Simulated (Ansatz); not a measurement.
Values for one crystal, relaxed and computed with LDA (plane waves, PAW; program Ansatz); other levels are named.

- Volume per atom: 20.06 Å³
- Band gap: 1.42 eV (indirect)
- Elastic constants (relaxed ions, GPa): C11 = 132, C12 = 68.8, C44 = 61.5
- Electronic dielectric constant ε∞ (DFPT): 8.33
- Electron effective mass: 0.24, 0.24, 0.77 mₑ (principal values)
- Hole effective mass, band 1 of 3 at the edge: 0.54 along [100], 6.9 along [110], 1.4 along [111] (mₑ)
- Highest zone-centre frequency (without LO–TO term): 13.20 THz

Which compound is it?
A) InP, zinc blende
B) SiC, zinc blende
C) AlP, zinc blende
D) ZnS, zinc blende

C, AlP, zinc blende

Space group F-43m (zinc blende). The LDA relaxation kept the symmetry of its start; phonons on a q-mesh show no instability.

Potentials: the earlier of the program's two PAW sets.
